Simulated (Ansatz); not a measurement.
CuI:
```
CuI
1.0
    4.25884     0.00000     0.00000
    0.00000     8.51776     0.00000
   -4.25880     0.00000     6.02255
Cu I
4 4
Direct
  0.73154   0.62504   0.26818
  0.73154   0.37496   0.76818
  0.73201   0.12499   0.26828
  0.73201   0.87501   0.76828
  0.98161   0.62498   0.01820
  0.98161   0.37502   0.51820
  0.98194   0.12501   0.01825
  0.98194   0.87499   0.51825
```

Relaxed with r²SCAN.

Task: Give the Bader charges and basin volumes of the independent atoms, plane-wave PAW r²SCAN (Ansatz code).

Result: 

| atom | Bader charge (e) | Bader volume (Å³) |
|---|---|---|
| Cu1 | +0.38 | 16.7 |
| I5 | -0.38 | 37.9 |

Space group F-43m (zinc blende). Symmetry was held in the r²SCAN relaxation. The run is not spin-polarised. Scalar-relativistic: spin–orbit coupling is off unless named, which matters more the heavier the elements.

Potentials: the later of the program's two PAW sets.
